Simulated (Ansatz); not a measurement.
Given:

InGaSbAs:
```xyz
8
Lattice="4.3744 0.0000 0.0000 0.0000 4.3878 0.0000 0.0000 0.0000 12.4262" Properties=species:S:1:pos:R:3 pbc="T T T"
In     0.0000     0.0000    12.3230
As     0.0000     2.1939    10.7825
In     2.1872     2.1939     9.2301
As     2.1872     0.0000     7.6770
Ga     0.0000     0.0000     6.3311
Sb     0.0000     2.1939     4.7804
Ga     2.1872     2.1939     3.2222
Sb     2.1872     0.0000     1.6824
```

This is the PBE-relaxed structure.

Question: All from PBE in the plane-wave PAW code Ansatz, unless another level is named. Predict the electronic character.

Answer: no gap, with almost no states at the Fermi level (zero-gap or semimetallic).

Question: Give the formation energy from the elements (no fitted shifts).

Answer: -18 kJ/mol of atoms.

Space group Pmm2. The start of the workflow was typed in or built on a structure type; neither database checked (COD, Materials Project) lists it. Whether it is the stable phase at ambient conditions was not checked. The PBE relaxation kept the symmetry of its start; its stability against distortions is not shown here. The references are the lowest solids computed at this level, not always the standard phases. Spin–orbit coupling is left out wherever it is not named.

Potentials: the earlier of the program's two PAW sets.
